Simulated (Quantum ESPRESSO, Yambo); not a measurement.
Sr$_{2}$RuH$_{6}$ (space group Fm-3m, No. 225): static response along x against the Γ-centred k mesh (Yambo on PBEsol (Quantum ESPRESSO, PseudoDojo norm-conserving, 84 Ry, without SOC) bands; 83 bands, 3 Ry block). The smallest direct PBEsol gap is 2.17 eV.

```
k mesh  ε(0), independent particles  ε(0), RPA with local fields        rough Yambo cost
------  ---------------------------  ---------------------------  ----------------------
4×4×4                          5.04                         4.19               about 1/3
6×6×6                          5.04                         4.19  within a factor of two
8×8×8                          5.04                         4.19                       1
```

The last step changes the RPA value by 0.0 %. Electronic response only; costs are rough.

Geometry of the Materials Project entry, not relaxed at this level; primitive cell a = 5.3738 Å, b = 5.3738 Å, c = 5.3738 Å, α = 60.00°, β = 60.00°, γ = 60.00°.
